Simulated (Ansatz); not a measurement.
## Surface calculation: fcc Al (110), 5 layers

The slab is cut from the fcc crystal, the stable phase, as relaxed on PAW files (16.50 Å³/atom), with 16 Å of vacuum and a dipole correction:

```
CELL_PARAMETERS angstrom
2.85749 0.00000 0.00000
0.00000 4.04109 0.00000
0.00000 0.00000 21.71500
ATOMIC_POSITIONS crystal
Al 0.00000 0.00000 0.36841
Al 0.50000 0.50000 0.43420
Al 0.00000 0.00000 0.50000
Al 0.50000 0.50000 0.56580
Al 0.00000 0.00000 0.63159
```

All numbers are PBE results (scalar-relativistic) from Ansatz 0.2.0, with a Γ-centred 13×9×1 k mesh, Fermi–Dirac smearing of 0.08 eV, no spin polarisation. Methods: LAPW: all electrons, basis error target 1 meV/atom; PAW: frozen-core files, cutoff 420 eV.

The bulk energy comes from a cell in the slab's orientation on a 13×9×13 mesh. The surface energy is (E(slab) − N·E(bulk))/2A at zero smearing, the mean of both faces; thin slabs carry quantum-size effects.

**Question.** As cut, the LAPW slab lies 1.428 eV above 5 atoms of bulk. What surface energy is that?

**Answer.** Over two faces of 11.55 Å² it is 61.8 meV/Å², and times 16.02 J/m² per eV/Å² that gives γ = 0.991 J/m².

```csv
method,γ as cut (J/m²),γ relaxed (J/m²),Φ as cut (eV),Φ relaxed (eV)
LAPW,0.991,0.960,3.91,3.96
PAW,0.991,0.961,3.91,3.96
```

**Question.** How do the spacings between the planes relax?

**Answer.** From the bottom face up: d12 -7.2 % of 1.429 Å, d23 -0.4 % of 1.429 Å, d34 -0.4 % of 1.429 Å, d45 -7.2 % of 1.429 Å.

**Question.** What changes if the vacuum is set to 11 Å?

**Answer.** LAPW then gives: no gap, work function 3.96 eV; PAW: no gap, work function 3.96 eV. The program warns that the vacuum is too thin.

**Question.** In the relaxed 1×1 cell, replace the outer, then the middle Al by Si, which changes a whole layer. What shift does this Z+1 picture give?

**Answer.** E(outer) − E(middle) = -0.12 eV by LAPW and -0.12 eV by PAW; a positive value puts the surface line at higher binding energy.
